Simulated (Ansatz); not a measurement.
AlN:
```yaml
crystal:
  lattice:
    - [2.61350, 0.00000, 0.00000]
    - [0.00000, 2.61350, 0.00000]
    - [0.00000, 0.00000, 2.61350]
  atoms:
    - { symbol: Al, position: [0.00000, 0.00000, 0.00000] }
    - { symbol: N, position: [0.50000, 0.50000, 0.50000] }
```

This is the PBE-relaxed structure.

**Question.** All from plane-wave PAW PBE (Ansatz code), unless another level is named. Give the electronic character.

**Answer.** metallic (no gap).

**Question.** And the formation energy from the elements (no fitted shifts)?

**Answer.** 35 kJ/mol-atom.

**Question.** Next, the density of states at the Fermi level?

**Answer.** 0.26 states/eV per atom (mean over ±0.08 eV).

Space group Pm-3m (CsCl type). A made-up cell: these elements were put on the sites of a structure type; neither database checked (COD, Materials Project) lists it. It is not the phase usual at ambient conditions (space group No. 186, 216). The PBE relaxation kept the symmetry of its start; its stability against distortions is not shown here. The references are the lowest solids computed at this level, not always the standard phases (solids in place of the gases).

Potentials: the later of the program's two PAW sets.
